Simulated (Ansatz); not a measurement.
**Pt: tetragonal deformation path**

All numbers below come from Ansatz 0.2.0, DFT PBEsol, scalar-relativistic, plane waves, PAW. Cutoff 420 eV, Γ-centred 30×30×30 k-points, Gaussian smearing of 0.15 eV. Spin–orbit coupling is left out, which can shift energies with elements as heavy as these. No spin polarisation. Energies are free energies at this smearing, counted from the undisturbed cell; pressure is positive in compression.

The undisturbed cell (relaxed at this level; with this scan's settings it stands at 0.2 GPa; this bcc form isn't the usual structure):

```
Pt
1.0
    -1.56047    1.56047    1.56047
     1.56047   -1.56047    1.56047
     1.56047    1.56047   -1.56047
Pt
1
Direct
  0.00000 0.00000 0.00000
```

At fixed volume and fractional coordinates, lengths along (0.000, 0.000, 1.000) are scaled against those across it; ρ is that ratio over its starting value. The cell is metallic on the mesh throughout. At ρ = 1.414 the cell becomes cubic (Fm-3m), and there the slope of the energy vanishes by symmetry.

```csv
ρ,ΔE (meV/atom),pressure (GPa)
0.650,571.5,28.7
0.707,116.7,11.5
0.780,-90.4,1.5
0.850,-81.0,-0.8
0.920,-24.3,-0.2
0.960,-5.9,0.1
1.000,0.0,0.2
1.050,-7.5,0.0
1.100,-24.5,-0.4
1.200,-64.3,-1.3
1.300,-98.5,-2.3
1.414,-116.1,-2.9
1.500,-103.4,-2.5
```

Cost: 13 runs of about 4.9 core-minutes in all, on Arm Neoverse V1 (shared hosts).